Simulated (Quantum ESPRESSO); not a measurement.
Simulation results for Hf$_{3}$GaO$_{7}$F (made-up cell)

Calculation on a made-up crystal cell, not a measurement, rerun at a higher cutoff and a denser mesh: periodic Kohn-Sham density functional theory in plane waves with PseudoDojo standard norm-conserving scalar-relativistic pseudopotentials, each functional with its own files (v0.5 for PBE, v0.4.1 for LDA and PBEsol), no spin polarisation, no spin-orbit coupling, atoms not relaxed, stress positive in tension, energies less a fixed whole-eV offset for each atom's element; levels are Kohn-Sham levels at fractions of this cell's reciprocal vectors, counted from the reference band (half the neutral cell's valence electrons, rounded up) at Gamma; error bars give the change to or from the runs named with them, not the error of the files; each bar is the largest change over components, and at least 0.002 eV, 0.002 eV per angstrom or 0.02 GPa; no dispersion term; energies are for the whole cell, and the offsets were chosen from early runs and are not element reference energies; machines and their load varied, so run times do not measure scaling. Program: Quantum ESPRESSO 7.5.

Hf$_{3}$GaO$_{7}$F (made-up cell)

```
cell vectors (Å)
   5.0926     0.0000     0.0000
   0.0000     5.0926     0.0000
   0.0000     0.0000     5.0926
atoms (fractions of the cell vectors)
Hf -0.00483  0.00638 -0.01375
Ga  0.00876  0.49592  0.49892
Hf  0.49649 -0.01102  0.49996
Hf  0.49063  0.50118  0.01155
O   0.24439  0.24390  0.27833
O   0.25146  0.25934  0.74190
O   0.27463  0.73990  0.24732
O   0.25604  0.75924  0.74408
O   0.75146  0.24437  0.22629
O   0.74516  0.25708  0.73636
F   0.75117  0.75676  0.24748
O   0.74681  0.76130  0.75567
```

| Property | Result |
| --- | --- |
| lattice type | fluorite |
| functional | pbe |
| cutoff | 1437 eV |
| fermi dirac smearing | 0.025 eV |
| scf tolerance | 1e-07 eV |
| electrons removed | 0 |
| run command | mpirun -np 4 pw.x -nk 4 -in in |
| run processor | AMD EPYC, Zen 5 class, virtual cores |
| k mesh | 6 x 6 x 6, shifted by half a step |
| free energy less offsets | 1.756 eV |
| scf iterations | 14 |
| smearing term minus ts | 0 eV |
| pressure | -1.943 GPa |
| stress xx | 1.827 GPa |
| stress yy | 2.729 GPa |
| stress zz | 1.273 GPa |
| stress yz | -1.614 GPa |
| stress xz | 0.03356 GPa |
| stress xy | 1.039 GPa |
| reference band | 49 |
| error bar energy | 0.002 eV |
| error bar stress | 0.03899 GPa |
| error bar force | 0.005546 eV/Å |
| error bar next band up | 0.002 eV |
| error bars from | change from the looser run of this cell |
| wall time of scf and band steps on a shared machine | 432.1 s |

Atoms:
```
atoms element  atom site  atom energy offset (eV)
           Hf          1                    -1535
           Ga          2                    -2080
           Hf          3                    -1535
           Hf          4                    -1535
            O          5                     -452
            O          6                     -452
            O          7                     -452
            O          8                     -452
            O          9                     -452
            O         10                     -452
            F         11                     -677
            O         12                     -452
```

Forces:
```
site  x (eV/Å)  y (eV/Å)  z (eV/Å)
   1     1.358     2.062    -1.856
   2     1.066    -1.762     1.574
   3    -1.073     2.433     1.955
   4   -0.7094    -2.398    -2.489
   5   -0.2097    0.2828    -1.452
   6   -0.1209   -0.3076     2.092
   7    -1.202    0.4426   -0.1444
   8   -0.6817   -0.2681   0.08721
   9   -0.5047    0.3368    0.1945
  10    0.8132   0.07638    -0.527
  11    0.9198   -0.4601    0.3194
  12    0.3448   -0.4371    0.2453
```

Levels:
```
level k point  next band up (eV)
        Gamma             0.7791
(1/2,1/2,1/2)               3.76
   (0.15,0,0)               1.03
   (0,0.15,0)              1.033
   (0,0,0.15)              1.038
```

Notes: the hafnium pseudopotential is less sure than the others, with forces about 3 percent (worst 6) and pressure in oxides about 1.5 GPa (worst 2.7) from a second method in checks, which the error bars do not cover.
